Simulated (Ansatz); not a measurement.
Relaxed-ion elastic tensor of HfC (rock salt, Fm-3m) in GPa (Voigt order), PBEsol (plane waves, PAW; program Ansatz); density 12.94 g/cm³, 12.22 Å³ per atom.

|  | 1 | 2 | 3 | 4 | 5 | 6 |
|---|---|---|---|---|---|---|
| 1 | 539 | 103 | 103 | 0.0 | 0.0 | 0.0 |
| 2 | 103 | 539 | 103 | 0.0 | 0.0 | 0.0 |
| 3 | 103 | 103 | 539 | 0.0 | 0.0 | 0.0 |
| 4 | 0.0 | 0.0 | 0.0 | 174 | 0.0 | 0.0 |
| 5 | 0.0 | 0.0 | 0.0 | 0.0 | 174 | 0.0 |
| 6 | 0.0 | 0.0 | 0.0 | 0.0 | 0.0 | 174 |

**Question.** Is the crystal mechanically stable?

**Answer.** Yes: the smallest eigenvalue of C is 174 GPa.

**Question.** Work out the Voigt, Reuss and Hill averages.

**Answer.** K_V = 249, K_R = 249, K_H = 249; G_V = 192, G_R = 190, G_H = 191 GPa.

**Question.** Give Young's modulus, Poisson's ratio, Pugh's ratio and the universal anisotropy index.

**Answer.** E = 9KG/(3K + G) = 456 GPa; ν = 0.19; K/G = 1.30 (brittle by the Pugh limit of 1.75); A_U = 5G_V/G_R + K_V/K_R − 6 = 0.06.

**Question.** Estimate the sound speeds and the Debye temperature.

**Answer.** v_l = √((K + 4G/3)/ρ) = 6230 m/s, v_t = √(G/ρ) = 3840 m/s, mean 4240 m/s; Θ = (h/k)(3n/4πV)^(1/3) v_m = 547 K.

**Question.** Give the Zener ratio and Young's modulus along [100], [110] and [111].

**Answer.** A = 2C44/(C11 − C12) = 0.80; 1/E = S11 − 2(S11 − S12 − S44/2)Γ with Γ = 0, 1/4, 1/3 gives 506, 442, 424 GPa.

**Question.** Solve the Christoffel equation for the three sound speeds along [100], [110], [111].

**Answer.** Eigenvalues of C_ijkl n_j n_l equal ρv². In km/s, slowest first: [100] 3.67, 3.67, 6.46; [110] 3.67, 4.10, 6.19; [111] 3.97, 3.97, 6.10.

The PBEsol relaxation kept the symmetry of its start. No spin polarisation was allowed. As this level gives no gap, shear constants depend on the k-mesh and smearing (Fermi–Dirac, 0.1 eV here). Spin–orbit coupling is left out wherever it is not named.

Potentials: the earlier of the program's two PAW sets. The files were generated under PBE; for other functionals the program regenerates the frozen cores, and for LDA and PBEsol the local potential too.
